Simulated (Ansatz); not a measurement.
Cell and atoms are relaxed with the symmetry kept. Start:

```xyz
6
Lattice="4.8985 0.0000 0.0000 -2.4493 4.2422 0.0000 0.0000 0.0000 3.9797" Properties=species:S:1:pos:R:3 pbc="T T T"
Fe    2.4493    0.0000    0.0000
Fe    1.2246    2.1211    0.0000
Fe   -1.2246    2.1211    0.0000
Ge    0.0000    0.0000    0.0000
Ge    0.0000    2.8282    1.9899
Ge    2.4493    1.4141    1.9899
```

Method: Ansatz, DFT PBEsol, scalar-relativistic, plane waves, PAW.

Cutoff 420 eV; k points 12×12×10 on the computed 6-atom cell (Γ-centred); Gaussian smearing, width 0.10 eV; collinear spin from starting moments 1.51 1.51 1.51 0 0 0 μB.

Problem. What does it relax to?

Solution. The volume drops by 0.01 Å³/atom to 13.77 Å³/atom, and the energy changes by under 0.1 meV/atom. The cell ends with a moment of 3.81 μB (only this magnetic start was tried). Final structure:
```cif
data_structure
_symmetry_space_group_name_H-M 'P 1'
_symmetry_Int_Tables_number 1
_cell_length_a 4.8990
_cell_length_b 4.8990
_cell_length_c 3.9753
_cell_angle_alpha 90.000
_cell_angle_beta 90.000
_cell_angle_gamma 120.000
_cell_volume 82.63
loop_
_atom_site_label
_atom_site_type_symbol
_atom_site_fract_x
_atom_site_fract_y
_atom_site_fract_z
_atom_site_occupancy
Fe1 Fe 0.50000 0.00000 0.00000 1
Fe2 Fe 0.50000 0.50000 0.00000 1
Fe3 Fe 0.00000 0.50000 0.00000 1
Ge1 Ge 0.00000 0.00000 0.00000 1
Ge2 Ge 0.33333 0.66667 0.50000 1
Ge3 Ge 0.66667 0.33333 0.50000 1
```

Only parallel moments were tried here.